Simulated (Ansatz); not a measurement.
SiRu (CsCl type, Pm-3m) under volume change, DFT-PBEsol in the program Ansatz with PAW potentials, scaled uniformly.

| V (Å³/atom) | E − E(relaxed) (meV/atom) | P (GPa) |
|---|---|---|
| 11.209 | 103.1 | 32.61 |
| 11.578 | [?] | [?] |
| 11.948 | 10.1 | 9.06 |
| 12.317 | 0.0 | 0.00 |
| 12.687 | [?] | [?] |
| 13.056 | 34.3 | -14.12 |
| 13.426 | 73.2 | -19.45 |

Question: Complete the blanks.

Answer: 
- 12.687, E − E(relaxed) (meV/atom): 9.0
- 12.687, P (GPa): -7.60
- 11.578, E − E(relaxed) (meV/atom): 43.1
- 11.578, P (GPa): 19.81

Question: What does a third-order Birch–Murnaghan fit give for V₀, B₀ and B′?

Answer: V₀ = 12.32 Å³/atom, B₀ = 277 GPa, B′ = 4.7.

The workflow started from a Materials Project entry (that database holds measured and hypothetical structures alike); the Crystallography Open Database copy checked does not list it. Its standing as an ambient phase is unchecked. The cell was relaxed with PBEsol under the symmetry of its start; whether a distortion lowers the energy is not shown. The run is not spin-polarised.

Potentials: the earlier of the program's two PAW sets.
